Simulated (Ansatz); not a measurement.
InAs (zinc blende), conventional cell a = b = c = 6.087 Å, α = β = γ = 90.00°. The calculation uses the primitive cell of 2 atoms, to which meshes and values per cell refer.

The volume is varied about the relaxed value V₀ at fixed cell shape. Symmetry pins the atoms to their sites.

All values below come from PBEsol (plane waves to 420 eV, PAW, scalar-relativistic; Ansatz, a program for electronic structure). k mesh 9×9×9 (Γ-centred), Fermi-Dirac smearing 0.05 eV. Energies are smeared free energies. At this level the bands of InAs touch or barely overlap; measurements give the solid a gap. InAs was relaxed with its symmetry unable to fall. The PAW data are Ansatz's earlier set. The zero of ΔE is the relaxed starting cell. The last digit holds for this mesh only.

| V (Å³/atom) | ΔE (meV/atom) |
|---|---|
| 23.685 | 174.7 |
| 24.587 | 104.3 |
| 25.490 | 54.9 |
| 26.392 | 22.9 |
| 27.294 | 5.4 |
| 28.197 | 0.0 |
| 29.099 | 4.7 |
| 30.001 | 17.7 |
| 30.903 | 37.7 |
| 31.806 | 63.5 |
| 32.708 | 94.0 |

Task: What is the fitted pressure derivative B₀′?

Result: 4.7.

Task: What bulk modulus B₀ follows from a third-order Birch-Murnaghan fit?

Result: 55.5 GPa. Check by three points about V = 28.197 Å³/atom, step 1.805: d²E/dV² ≈ (23 − 2·0 + 18) meV / 1.805² = 0.0126 eV/Å⁶, and V·d²E/dV² × 160.2 = 56.9 GPa.

(Under strain, the slope of the energy per volume gives the stress and its curvature an elastic modulus.)
